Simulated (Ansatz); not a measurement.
The relaxed structure here is a generated cell of FeSi: the first start was made by placing the elements on the sites of a structure type, and the end was not matched to a known phase here, so it may be hypothetical.

A relaxed structure of FeSi. Space group Fd-3m (No. 227), AFLOW prototype AB_cF16_227_a_b (B32, as in NaTl). Computed with PBE (plane waves to 420 eV, PAW, scalar-relativistic; Ansatz, a program for electronic structure).

```cif
data_Fe8Si8
_chemical_formula_sum 'Fe8 Si8'
_space_group_name_H-M_alt 'Fd-3m :1'
_space_group_IT_number 227
_space_group_name_Hall 'F 4d 2 3 -1d'
_cell_length_a 5.73584
_cell_length_b 5.73584
_cell_length_c 5.73584
_cell_angle_alpha 90.000
_cell_angle_beta 90.000
_cell_angle_gamma 90.000
loop_
_atom_site_label
_atom_site_type_symbol
_atom_site_symmetry_multiplicity
_atom_site_Wyckoff_symbol
_atom_site_fract_x
_atom_site_fract_y
_atom_site_fract_z
_atom_site_occupancy
Fe1 Fe 8 a 0.00000 0.00000 0.00000 1
Si1 Si 8 b 0.50000 0.50000 0.50000 1
```
(The calculation used a cell of 4 atoms; values per cell refer to that cell.)

**Question.** Estimate the magnetic moment that PBE returns for this input.

**Answer.** Net 0.89 μB/atom, ferromagnetic.

Spin state reached: ferromagnetic (net 0.89 μB/atom), from parallel starting moments; other spin orders were not run from this start.

The run could not lose the symmetry of its start: the end is stationary, and may be a saddle point rather than a minimum.

All atoms sit on sites fixed by symmetry, so only the cell could relax.
